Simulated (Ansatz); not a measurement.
# Li₂Pt under pressure

These are results of DFT LDA, scalar-relativistic, plane waves, PAW (Ansatz 0.2.0), not measurements. Cutoff 420 eV, 12×12×16 k-points (Γ-centred), Fermi-Dirac smearing of 0.15 eV. No spin polarisation. Phonons by linear response, acoustic sum rule imposed.

The cell, relaxed at this level:
```cif
data_structure
_symmetry_space_group_name_H-M 'P6/mmm'
_symmetry_Int_Tables_number 191
_cell_length_a 4.0928
_cell_length_b 4.0928
_cell_length_c 2.6136
_cell_angle_alpha 90.000
_cell_angle_beta 90.000
_cell_angle_gamma 120.000
_cell_volume 37.92
loop_
_atom_site_label
_atom_site_type_symbol
_atom_site_symmetry_multiplicity
_atom_site_Wyckoff_symbol
_atom_site_fract_x
_atom_site_fract_y
_atom_site_fract_z
_atom_site_occupancy
Li1 Li 2 d 0.33333 0.66667 0.50000 1
Pt1 Pt 1 a 0.00000 0.00000 0.00000 1
```

In a metal, frequencies and elastic constants depend on the k mesh and the smearing, soft modes and shear constants most. Spin–orbit coupling is left out, which can shift energies with elements as heavy as these.

Optical modes at Γ (cm⁻¹) at zero pressure: 43i, 215, 273, 512.

**Question.** Under hydrostatic pressure the same modes lie at 72, 269, 347, 583 cm⁻¹. What is the pressure, and how much has the cell shrunk?

**Answer.** 10 GPa; the volume is 10.4 % smaller.